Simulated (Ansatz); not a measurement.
Here is the system:

TiAl3:
```cif
data_Al6Ti2
_chemical_formula_sum 'Al6 Ti2'
_space_group_name_H-M_alt 'I4/mmm'
_space_group_IT_number 139
_space_group_name_Hall '-I 4 2'
_cell_length_a 3.77886
_cell_length_b 3.77886
_cell_length_c 8.48471
_cell_angle_alpha 90.000
_cell_angle_beta 90.000
_cell_angle_gamma 90.000
loop_
_atom_site_label
_atom_site_type_symbol
_atom_site_symmetry_multiplicity
_atom_site_Wyckoff_symbol
_atom_site_fract_x
_atom_site_fract_y
_atom_site_fract_z
_atom_site_occupancy
Al1 Al 2 b 0.00000 0.00000 0.50000 1
Al2 Al 4 d 0.00000 0.50000 0.25000 1
Ti1 Ti 2 a 0.00000 0.00000 0.00000 1
```
(The calculation used a cell of 4 atoms; values per cell refer to that cell.)

This is the LDA-relaxed structure.

Problem. All from plane-wave PAW LDA (Ansatz code), unless another level is named. Give the density of states at the Fermi level.

Solution. 0.42 states/eV per atom (mean over ±0.08 eV).

Problem. Predict the formation energy from the elements (no fitted shifts).

Solution. -0.41 eV/atom.

The LDA relaxation kept the symmetry of its start; of distortions, only those at the zone centre were tested. No spin polarisation was allowed. The references are the lowest solids computed at this level, not always the standard phases.

Potentials: the later of the program's two PAW sets.
